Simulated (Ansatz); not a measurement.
Theory: DFT PBE, scalar-relativistic, plane waves, PAW in Ansatz 0.2.0. All cells share a 420 eV cutoff and Γ-centred k meshes spaced at most about 0.3 Å⁻¹ (about 0.25 or finer for metals, 2π included). No spin polarisation in the final relaxations.

All energies are static (0 K, no zero-point motion). All come from trial cells, and lower structures may exist.

**Question.** Order these relaxed structures of TaOs by energy, lowest first, with the energy over the lowest of them.
A.

```
CELL_PARAMETERS angstrom
2.90823 -4.02573 0.00000
2.90823 4.02573 0.00000
-0.75525 0.00000 2.80108
ATOMIC_POSITIONS crystal
Ta 0.78679 0.21321 0.00000
Ta 0.21321 0.78679 0.00000
Os 0.70920 0.70920 0.43453
Os 0.29080 0.29080 0.56547
```

B.

```
CELL_PARAMETERS angstrom
2.89759 0.00000 0.00000
-1.44880 2.50939 0.00000
0.00000 0.00000 4.45384
ATOMIC_POSITIONS crystal
Ta 0.00000 0.00000 0.00000
Os 0.33333 0.66667 0.50000
```

**Answer.** A (0 meV/atom), B (231 meV/atom). Forms: A C2/m; B Ta and Os ordered on hcp sites, P-6m2. Counting all near atoms (those within 1.25 times the shortest distance at each site): A has Ta 12, Os 10; B has Ta 12, Os 12.

These runs have no spin–orbit coupling, which can matter for Os and Ta. Cells relaxed within their symmetry can be saddle points. The C2/m cell of TaOs came from shaking the P-6m2 one. Some types were kept out of the candidates beforehand, so the set may lack a known form.
